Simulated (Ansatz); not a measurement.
TiAl in space group R-3m (No. 166; Al on 3a, Ti on 3b) at seven volumes, plane-wave PAW r²SCAN (Ansatz code), shape and atoms relaxed at each. One row is withheld.

| V (Å³/atom) | P (GPa) |
|---|---|
| 15.117 | 12.22 |
| 15.615 | 7.56 |
| 16.114 | 3.51 |
| 16.612 | -0.01 |
| 17.111 | ? |
| 17.609 | -5.70 |
| 18.107 | -8.00 |

**Question.** Fit the shown pressures and predict the withheld one.

**Answer.** Third-order Birch–Murnaghan: P = (3/2)B₀(x^(7/2) − x^(5/2))[1 + (3/4)(B′ − 4)(x − 1)] with x = (V₀/V)^(2/3). Least squares on the six rows gives V₀ = 16.612 Å³/atom, B₀ = 108.9 GPa, B′ = 3.70. At V = 17.111, x = 0.9805 and P = -3.05 GPa. The run itself gave -3.05 GPa.

A made-up cell: these elements were put on the sites of a structure type; neither database checked (COD, Materials Project) lists it. It is not the phase usual at ambient conditions (space group No. 123). The r²SCAN relaxation kept the symmetry of its start. At this level the phase is mechanically unstable. No spin polarisation was allowed.

Potentials: the later of the program's two PAW sets.
